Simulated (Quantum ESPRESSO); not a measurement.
# Computed records: AlIn2GaP4 (made-up cell)

Computed with Quantum ESPRESSO 7.5. Calculation on a made-up crystal cell, not a measurement: periodic Kohn-Sham density functional theory in plane waves with PseudoDojo standard norm-conserving scalar-relativistic pseudopotentials, each functional with its own files (v0.5 for PBE, v0.4.1 for LDA and PBEsol), no spin polarisation, no spin-orbit coupling, atoms not relaxed, stress positive in tension, energies less a fixed whole-eV offset for each atom's element; levels are Kohn-Sham levels at fractions of this cell's reciprocal vectors, counted from the reference band (half the neutral cell's valence electrons, rounded up) at Gamma; error bars cover cutoff and k-mesh only, not smearing or the files; added strain carries the atoms with the cell, and shear is the tensor component; each bar is the largest change over components, and at least 0.002 eV, 0.002 eV per angstrom or 0.02 GPa; energies are for the whole cell, and the offsets were chosen from early runs and are not element reference energies.

```cif
# cell vector a (Å): 5.8180 -0.0539 0.0380
# cell vector b (Å): -0.0539 5.8337 -0.0790
# cell vector c (Å): 0.0380 -0.0790 5.8118
data_AlIn2GaP4
_symmetry_space_group_name_H-M 'P 1'
_symmetry_Int_Tables_number 1
_cell_length_a 5.8184
_cell_length_b 5.8345
_cell_length_c 5.8125
_cell_angle_alpha 91.558
_cell_angle_beta 89.244
_cell_angle_gamma 91.065
_cell_volume 197.19
loop_
_atom_site_label
_atom_site_type_symbol
_atom_site_fract_x
_atom_site_fract_y
_atom_site_fract_z
_atom_site_occupancy
In1 In 0.99983 0.00683 0.01983 1
Ga1 Ga 0.01684 0.48295 0.51511 1
In2 In 0.49621 0.00661 0.48645 1
Al1 Al 0.45884 0.48714 0.00644 1
P1 P 0.22728 0.24742 0.23728 1
P2 P 0.24513 0.73666 0.72962 1
P3 P 0.75047 0.22684 0.76562 1
P4 P 0.75545 0.75859 0.28157 1
_calc_lattice_type 'zincblende/diamond'
_calc_functional 'pbe'
_calc_cutoff 1088  # eV
_calc_fermi_dirac_smearing 0.025  # eV
_calc_scf_tolerance 1e-07  # eV
_calc_electrons_removed 0
_calc_added_strain_kind 'biaxial xx and yy'
_calc_added_strain 0.0181
_calc_k_mesh '4 x 4 x 4, shifted by half a step'
_calc_structure_shown 'before the added strain of 0.0181'
_calc_free_energy_less_offsets 0.5568  # eV
_calc_smearing_term_minus_ts 0  # eV
_calc_scf_iterations 11
_calc_pressure -2.223  # GPa
_calc_stress_xx 2.378  # GPa
_calc_stress_yy 2.536  # GPa
_calc_stress_zz 1.754  # GPa
_calc_stress_yz -2.709  # GPa
_calc_stress_xz -0.775  # GPa
_calc_stress_xy -2.041  # GPa
_calc_error_bar_energy 0.007825  # eV
_calc_error_bar_stress 0.02  # GPa
_calc_error_bar_force 0.002  # eV/angstrom
_calc_error_bars_from 'tighter rerun of this cell'
```

Atoms:
```csv
atoms element,atom site,atom energy offset (eV)
In,1,-1808
Ga,2,-2080
In,3,-1808
Al,4,-64
P,5,-189
P,6,-189
P,7,-189
P,8,-189
```

Forces:
```csv
site,x (eV/Å),y (eV/Å),z (eV/Å)
1,-1.35,-2.301,-1.559
2,-1.275,0.07859,-0.03325
3,-0.3777,0.2494,0.5117
4,1.491,0.7089,-0.5503
5,1.739,1.863,1.738
6,0.2395,-0.3376,1.275
7,-0.5958,1.929,-0.1881
8,0.1283,-2.191,-1.194
```
